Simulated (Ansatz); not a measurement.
Cd$_{2}$TeS:
Space group P3m1 (No. 156); a = 4.393 Å, b = 4.393 Å, c = 7.203 Å, α = 90.00°, β = 90.00°, γ = 120.00°

| atom | site | symmetry | x | y | z |
|---|---|---|---|---|---|
| Cd | 1c | 3m. | 0.6667 | 0.3333 | 0.4728 |
| Cd | 1a | 3m. | 0.0000 | 0.0000 | 0.0247 |
| Te | 1a | 3m. | 0.0000 | 0.0000 | 0.6304 |
| S | 1c | 3m. | 0.6667 | 0.3333 | 0.1200 |

Relaxed with r²SCAN. r²SCAN (plane waves, PAW; program Ansatz) gives a gap of 0.48 eV.

Q: What gap does HSE06 give on the same cell (Ansatz, PAW)?

A: 0.88 eV, 0.40 eV more. The hybrid was solved on a coarser mesh and at special points; its gap is the smallest among all of these.

```json
[
 {"k": "Γ", "v1 r²SCAN": "0.00", "c1 r²SCAN": "0.48", "v1 HSE06": "0.00", "c1 HSE06": "0.88"},
 {"k": "A", "v1 r²SCAN": "-0.10", "c1 r²SCAN": "1.71", "v1 HSE06": "(withheld)", "c1 HSE06": "(withheld)"},
 {"k": "K", "v1 r²SCAN": "-2.06", "c1 r²SCAN": "3.68", "v1 HSE06": "(withheld)", "c1 HSE06": "(withheld)"},
 {"k": "H", "v1 r²SCAN": "-1.31", "c1 r²SCAN": "3.28", "v1 HSE06": "(withheld)", "c1 HSE06": "(withheld)"},
 {"k": "M", "v1 r²SCAN": "-0.92", "c1 r²SCAN": "2.65", "v1 HSE06": "(withheld)", "c1 HSE06": "(withheld)"},
 {"k": "L", "v1 r²SCAN": "-1.16", "c1 r²SCAN": "2.45", "v1 HSE06": "-1.22", "c1 HSE06": "2.91"}
]
```

Q: Top valence (v1) and lowest conduction level (c1) in eV from each method's valence maximum (which need not be a listed point): supply the withheld HSE06 values.

A: 
- M, v1 HSE06: -0.98
- M, c1 HSE06: 3.16
- H, v1 HSE06: -1.36
- H, c1 HSE06: 3.77
- A, v1 HSE06: -0.11
- A, c1 HSE06: 2.18
- K, v1 HSE06: -2.20
- K, c1 HSE06: 4.15

Cost on shared cores: the r²SCAN run (SCF on a 7×7×4 mesh, then bands and DOS) very roughly 2.3 core-minutes, the HSE06 run (SCF on 6×6×3, then a few points) very roughly 6 core-minutes; the tasks are unlike.

The first step of the workflow began from a Materials Project structure, measured or hypothetical; the Crystallography Open Database copy checked does not list it. Its standing as an ambient phase is unchecked. Symmetry was held in the r²SCAN relaxation; of distortions, only those at the zone centre were tested. Scalar-relativistic: spin–orbit coupling is off unless named, which matters more the heavier the elements.

Potentials: the later of the program's two PAW sets.
